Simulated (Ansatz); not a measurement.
Nb₅Si₃ in space group P6_3/mcm (No. 193; Nb on 6g, Si on 6g, Nb on 4d), plane-wave PAW r²SCAN (Ansatz code), all energies at zero smearing, with the estimated change up to a 700 eV cutoff added, with one set of potentials and settings (totals compare only within such a set). Cell of 16 atoms (10 Nb, 6 Si): -49480.838 eV.

| element | reference phase | E (eV/atom) |
|---|---|---|
| Nb | Im-3m, 1 atoms in the cell | -4563.6321 |
| Si | Fd-3m, 2 atoms in the cell | -639.0667 |

Formation energy per atom, worked out: (-49480.838 − 10×(-4563.6321) − 6×(-639.0667))/16 = -0.632 eV/atom (-61 kJ per mol of atoms), at 0 K, without zero-point energy or fitted corrections.

The workflow started from an entry of the Crystallography Open Database (COD), which files this formula under 2 space groups. Whether it is the stable phase at ambient conditions was not checked. Symmetry was held in the r²SCAN relaxation; its stability against distortions is not shown here. No spin polarisation was allowed. The references are the lowest solids computed at this level, not always the standard phases.

Potentials: the later of the program's two PAW sets.
